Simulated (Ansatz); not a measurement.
AlRu2C:
```cif
data_C2Al2Ru4
_chemical_formula_sum 'Al2 Ru4 C2'
_space_group_name_H-M_alt 'P 1'
_space_group_IT_number 1
_cell_length_a 2.86306
_cell_length_b 2.86306
_cell_length_c 13.33089
_cell_angle_alpha 90.000
_cell_angle_beta 90.000
_cell_angle_gamma 120.000
loop_
_space_group_symop_operation_xyz
  'x, y, z'
loop_
_atom_site_label
_atom_site_type_symbol
_atom_site_fract_x
_atom_site_fract_y
_atom_site_fract_z
_atom_site_occupancy
Al1 Al 0.66667 0.33333 0.25000 1
Al2 Al 0.33333 0.66667 0.75000 1
Ru1 Ru 0.33333 0.66667 0.40437 1
Ru2 Ru 0.66667 0.33333 0.59563 1
Ru3 Ru 0.66667 0.33333 0.90437 1
Ru4 Ru 0.33333 0.66667 0.09563 1
C1 C 0.00000 0.00000 0.50000 1
C2 C 0.00000 0.00000 0.00000 1
```

Relaxed with PBEsol.

Task: Decompose the optical modes at the zone centre into irreducible representations, and say which are infrared and Raman allowed.

Result: Point group 6/mmm: Γ_opt = A1g + 2A2u + 2B1g + 2B2u + E1g + 2E1u + 2E2g + 2E2u. Infrared: A2u, E1u. Raman: A1g, E1g, E2g.

Task: Assign frequencies (DFPT, DFT-PBEsol in the program Ansatz with PAW potentials).

Result: E2u 47, E2g 62, E1g 77, B2u 139, E1u 149, E2g 151, B1g 199, A1g 238, A2u 347, B1g 366, E1u 411, E2u 417, B2u 611, A2u 622 cm⁻¹.

Subscripts of B labels follow the axes of the standard setting.

Space group P6_3/mmc. The start of the workflow was typed in or built on a structure type; neither database checked (COD, Materials Project) lists it. Whether it is the stable phase at ambient conditions was not checked. Symmetry was held in the PBEsol relaxation; its stability against distortions is not shown here. No spin polarisation was allowed. As this level gives no gap, phonon frequencies hold no LO–TO term and depend on the k-mesh and smearing (Fermi–Dirac, 0.1 eV here).

Potentials: the earlier of the program's two PAW sets. The files were generated under PBE; for other functionals the program regenerates the frozen cores, and for LDA and PBEsol the local potential too.
